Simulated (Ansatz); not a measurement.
## Energy over volume and axial ratio for CdSe (wurtzite)

CdSe (wurtzite)

```cif
data_Cd2Se2
_chemical_formula_sum 'Cd2 Se2'
_space_group_name_H-M_alt 'P63mc'
_space_group_IT_number 186
_space_group_name_Hall 'P 6c -2c'
_cell_length_a 4.33966
_cell_length_b 4.33966
_cell_length_c 7.07826
_cell_angle_alpha 90.000
_cell_angle_beta 90.000
_cell_angle_gamma 120.000
loop_
_atom_site_label
_atom_site_type_symbol
_atom_site_symmetry_multiplicity
_atom_site_Wyckoff_symbol
_atom_site_fract_x
_atom_site_fract_y
_atom_site_fract_z
_atom_site_occupancy
Cd1 Cd 2 b 0.66667 0.33333 0.00054 1
Se1 Se 2 b 0.33333 0.66667 0.12466 1
```

Two coordinates are scanned: the volume, and the ratio of the stretch along z (the conventional c axis) to the stretch across it. Atoms keep their fractional coordinates.

Method: r2SCAN (plane waves to 500 eV, PAW, scalar-relativistic; Ansatz, a program for electronic structure). k mesh 9×9×5 (Γ-centred), Fermi-Dirac smearing 0.05 eV. Energies are smeared free energies. Stress and pressure are positive under compression. As the atoms are clamped, bonds stretch with the cell, which overstates energies and stresses. CdSe was relaxed with its symmetry unable to fall. The PAW data are Ansatz's earlier set. ΔE is measured from the relaxed starting cell.

ΔE (meV/atom), with V/V₀ across and (c/a)/(c/a)₀ down:

```csv
(c/a)/(c/a)₀ \ V/V₀,0.960,0.973,0.987,1.000,1.013,1.027,1.040
0.920,53.3,46.9,42.6,40.1,39.2,40.0,42.2
0.947,27.0,21.7,18.3,16.7,16.8,18.5,21.6
0.973,12.5,7.8,5.0,3.9,4.6,6.7,10.3
1.000,8.1,3.5,0.9,0.0,0.8,3.1,6.8
1.027,12.0,7.3,4.5,3.5,4.2,6.4,10.0
1.053,23.1,18.0,14.8,13.4,13.6,15.4,18.7
1.080,40.3,34.5,30.6,28.6,28.2,29.4,32.1
```

σxx (GPa), with V/V₀ across and (c/a)/(c/a)₀ down:

| (c/a)/(c/a)₀ \ V/V₀ | 0.960 | 0.973 | 0.987 | 1.000 | 1.013 | 1.027 | 1.040 |
|---|---|---|---|---|---|---|---|
| 0.920 | -0.21 | -0.89 | -1.52 | -2.11 | -2.65 | -3.15 | -3.61 |
| 0.947 | 0.58 | -0.15 | -0.83 | -1.45 | -2.03 | -2.57 | -3.07 |
| 0.973 | 1.42 | 0.64 | -0.08 | -0.74 | -1.36 | -1.94 | -2.47 |
| 1.000 | 2.31 | 1.49 | 0.72 | 0.01 | -0.65 | -1.26 | -1.83 |
| 1.027 | 3.24 | 2.37 | 1.55 | 0.80 | 0.10 | -0.55 | -1.16 |
| 1.053 | 4.20 | 3.28 | 2.42 | 1.62 | 0.88 | 0.19 | -0.45 |
| 1.080 | 5.18 | 4.21 | 3.31 | 2.47 | 1.69 | 0.96 | 0.28 |

What the scan shows:

The modulus against c/a change at fixed volume, (3/4V)·∂²E/∂(ln c/a)² (fit, atoms clamped) is 44 GPa, an upper bound as the atoms could relax. Lowest place on the grid: V/V₀ = 1.000, (c/a)/(c/a)₀ = 1.000 (0.0 meV/atom). Highest place on the grid: V/V₀ = 0.960, (c/a)/(c/a)₀ = 0.920 (53.3 meV/atom).

The 49 points together took very roughly 29 core-minutes.

(Under strain, the slope of the energy per volume gives the stress and its curvature an elastic modulus.)
